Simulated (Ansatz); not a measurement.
Be:
```
Be
1.0
    2.26179     0.00000     0.00000
   -1.13089     1.95876     0.00000
    0.00000     0.00000     3.56925
Be
2
Cartesian
  0.00000   1.30584   2.67694
  1.13089   0.65292   0.89231
```

Relaxed with r²SCAN. Special points in fractions of this cell's reciprocal vectors: Γ (0.000, 0.000, 0.000); M (0.500, 0.000, 0.000); K (0.333, 0.333, 0.000); A (0.000, 0.000, 0.500); L (0.500, 0.000, 0.500); H (0.333, 0.333, 0.500).

**Question.** List the band energies nearest the Fermi level at these points for the program Ansatz at the r²SCAN level (PAW).

**Answer.** In eV from the Fermi level; about four levels below and three above (degenerate sets whole), none deeper than 8.9 eV; … stands for higher levels left out; points with the same levels are listed once.

```tsv
k	below	above
Γ	-4.82	0.97 …
M	-5.43 -3.41	3.88 6.72 …
K	-2.74 -1.11 -1.11	…
A	–	11.30 11.30 …
L	-3.90 -3.90	1.51 1.51 …
H	-1.20 -1.20	0.27 0.27 …
```

Space group P6_3/mmc (hcp (Mg type)). Symmetry was held in the r²SCAN relaxation; phonons on a q-mesh show no instability.

Potentials: the later of the program's two PAW sets.
